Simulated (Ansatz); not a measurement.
## Fields on a plane of BN (h-BN type, space group P6_3/mmc)

```xyz
4
Lattice="2.4997 0.0000 0.0000 -1.2499 2.1648 0.0000 0.0000 0.0000 6.5253" Properties=species:S:1:pos:R:3 pbc="T T T"
B      0.0000     1.4432     1.6313
B      1.2499     0.7216     4.8940
N      0.0000     1.4432     4.8940
N      1.2499     0.7216     1.6313
```

The slice is a (1 -1 0 0) plane (indices of the conventional cell) through the point (0.333, 0.667, 0.250) (fractional), spanned by u = [110] and v = [001] in vectors of this cell: u (2.50 Å) and v (6.53 Å, at 90° to u). It covers one period; positions are fractions (u, v).

Atoms on it: B at (0.00, 0.00); N at (0.00, 0.50). Other atoms lie within 1 Å of the plane.

These are r2SCAN+rVV10 (plane waves to 500 eV, PAW, scalar-relativistic; Ansatz, a program for electronic structure) values and carry that method's errors. k mesh 15×15×5. Near the nuclei the fields are pseudised (PAW); where an atom keeps semicore shells as valence, they peak there. BN was relaxed with its symmetry unable to fall. The PAW data are Ansatz's earlier set.

```
|443322000000000000002233|
|998844221100000011224488|
|998855221100000011225588|
|665544221100000011224455|
|444433221111001111223344|
|333322221111111111222233|
|222222111111111111112222|
|111111111111111111111111|
|111111111111111111111111|
|111111111111111111111111|
|000000111111221111110000|
|111111111111221111111111|
|332211111111111111111122|
|554422111111111111112244|
|443322110000000000112233|
|222211000000000000001122|
|443322110000000000112233|
|554422111111111111112244|
|332211111111111111111122|
|111111111111221111111111|
|000000111111221111110000|
|111111111111111111111111|
|111111111111111111111111|
|111111111111111111111111|
|222222111111111111112222|
|333322221111111111222233|
|444433221111001111223344|
|665544221100000011224455|
|998855221100000011225588|
|998844221100000011224488|
|443322000000000000002233|
|000000000000000000000000|
```
Scale: ten equal steps from 0.000 (start of '0') to 0.307 (end of '9'), in the order '0123456789'. Values: density of the lowest conduction band (whole band as if filled, smooth part) in e/Å³. The map has 12 points along u (two characters each, u = 0 at the left) and 32 along v (v = 0 in the bottom row). 

```
v \ u  0.00  0.17  0.33  0.50  0.67  0.83
-----  ----  ----  ----  ----  ----  ----
0.88   0.23  0.37  0.51  0.51  0.51  0.37
0.75   0.03  0.02  0.02  0.02  0.02  0.02
0.62   0.78  0.74  0.51  0.18  0.51  0.74
0.50      x  0.66  0.80  0.30  0.80  0.66
0.38   0.78  0.74  0.51  0.18  0.51  0.74
0.25   0.03  0.02  0.02  0.02  0.02  0.02
0.12   0.23  0.37  0.51  0.51  0.51  0.37
0.00      x  0.44  0.80  0.68  0.80  0.44
```

Values: electron localisation function (ELF). Points within 0.3 Å of a nucleus are blanked (x), as the pseudised field means little there.

Element round which the density of the highest valence band (whole band, smooth part) is largest on this plane: N.
